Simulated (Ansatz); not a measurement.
Theory: DFT PBE, scalar-relativistic, plane waves, PAW in Ansatz 0.2.0. Cutoff 420 eV, Γ-centred meshes of about 0.25 Å⁻¹ or finer for metals and 0.3 Å⁻¹ for insulators (2π included), Gaussian smearing. No spin polarisation.

All energies are static (0 K, no zero-point motion).

Compare these two cells of Ga2SnO2, each relaxed at this level.

A. Space group P3m1 (No. 156), trigonal, a = 3.086 Å, c = 9.300 Å. Ga on its first site is surrounded by 3 O at 1.96 Å and 3 O at 2.20 Å; around Ga on its second site lie 3 O at 2.37 Å, 6 Ga at 3.09 Å and 3 Sn at 3.15 Å; around Sn lie 6 Sn at 3.09 Å, 3 Ga at 3.15 Å and 3 O at 3.52 Å; O on its first site is surrounded by 3 Ga at 1.96 Å, 3 O at 2.76 Å, 6 O at 3.09 Å and 3 Sn at 3.52 Å; O on its second site is surrounded by 3 Ga at 2.20 Å and 3 Ga at 2.37 Å.

B. Space group R-3m (No. 166), trigonal, a = 3.172 Å, c = 30.822 Å. Ga is surrounded by 3 O at 1.96 Å, 3 Sn at 3.17 Å and 6 Ga at 3.17 Å; Sn is surrounded by 6 Ga at 3.17 Å and 6 Sn at 3.17 Å; around O lie 3 Ga at 1.96 Å.

Question: Which form is favoured at zero pressure, and by what margin per atom?

Answer: B is lower, by 13 meV/atom. A has space group P3m1 (No. 156), 15.3 Å³/atom and no gap on its mesh; B has space group R-3m (No. 166), 17.9 Å³/atom and no gap. Counting O atoms around Ga and Sn (those within 1.25 times the shortest such distance or 1.15 times the sum of covalent radii; a plus sign parts nearer from farther groups; the shortest distance is added where it is long for a bond; a slash parts the counts of unlike sites), A has Ga 3 from 2.4 Å/3+3, Sn 3+1 from 3.5 Å and B has Ga 3, Sn 6 from 3.7 Å. Both come from trial cells of a structure search, whose lowest cell (C2/c, 17.0 Å³/atom) lies 144 meV/atom below the lower of the two.

For metals, differences of a few meV/atom aren't resolved. No dispersion correction is applied, so the spacing and binding between layers, chains or molecules are poorly described (P3m1, R-3m), and this can change margins and order among such cells. Cells relaxed within their symmetry can be saddle points. Some types were kept out of the candidates beforehand, so the set may lack a known form.
